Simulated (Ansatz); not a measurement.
CdSe (zinc blende)

```xyz
4
Lattice="0.0000 6.1333 6.1333 3.0666 0.0000 3.0666 3.0666 3.0666 0.0000" Properties=species:S:1:pos:R:3 pbc="T T T"
Se     4.6000     4.6000     4.6000
Se     4.6000     7.6666     7.6666
Cd     0.0000     0.0000     0.0000
Cd     0.0000     3.0666     3.0666
```

In each cell atom 2 (Se, nearest neighbour Cd at 2.656 Å; its periodic images, 4.3 Å or more away, move with it) moves by s·(0.707, 0.707, 0.000) (along Cartesian [110]), the rest being held.

Method: r2SCAN (plane waves to 500 eV, PAW, scalar-relativistic; Ansatz, a quantum-chemistry and plane-wave program). k mesh 4×8×8 (Γ-centred), Fermi-Dirac smearing 0.05 eV. The energy includes the smearing's −TS. Stress and pressure are positive under compression. CdSe was relaxed with its symmetry unable to fall. The zero of ΔE is the undisplaced structure.

**Question.** Predict the ΔE (eV/cell) and P (GPa) at s (Å) = -0.530, -0.212, -0.106, 0.106, 0.212, 0.424.

**Answer.** 
| s (Å) | ΔE (eV/cell) | P (GPa) |
|---|---|---|
| -0.530 | 0.838 | 3.07 |
| -0.212 | 0.118 | 0.46 |
| -0.106 | 0.029 | 0.12 |
| 0.106 | 0.029 | 0.12 |
| 0.212 | 0.118 | 0.46 |
| 0.424 | 0.508 | 1.90 |

(A displaced cell: forces are minus the slopes of the energy, force constants its curvatures, and phonons follow from these.)
